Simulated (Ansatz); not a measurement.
MgH$_{2}$ (rutile, P4_2/mnm), r²SCAN (plane waves, PAW; program Ansatz). The conduction-band minimum lies on the A–Z line, 21 % of the way from A, with 4 equivalent valleys. Second derivatives d²E/dk² of the lowest band at one valley (eV·Å²), along Cartesian directions:

```csv
direction,d²E/dk²
[100],15.27
[010],15.27
[001],15.57
[110],11.99
[101],15.42
[011],15.42
```

Question: Find the principal effective masses, the density-of-states mass and the conductivity mass.

Answer: Off-diagonal terms follow from H_xy = H[110] − (H_xx + H_yy)/2, and m*/mₑ = 7.620 eV·Å² over each eigenvalue: 0.41, 0.49, 0.64. One valley's DOS mass (m₁m₂m₃)^(1/3) = 0.50, conductivity mass 3/(Σ 1/mᵢ) = 0.50 mₑ.

Question: What effective density of states Nc follows at 300 K for parabolic valleys?

Answer: Nc = 2.509e19 × 4 × (0.50)^(3/2) ≈ 3.5e19 cm⁻³.

Question: With the computed static dielectric constant 9.30 (mean of the diagonal), estimate a hydrogenic donor's binding energy and radius.

Answer: E = 13.606 eV × 0.50/9.30² ≈ 79 meV; a = 0.529 Å × ε/m* ≈ 9.8 Å. Semilocal masses tend to be too small where the gap is.

The cell was relaxed with r²SCAN under the symmetry of its start; phonons on a q-mesh show no instability.

Potentials: the later of the program's two PAW sets.
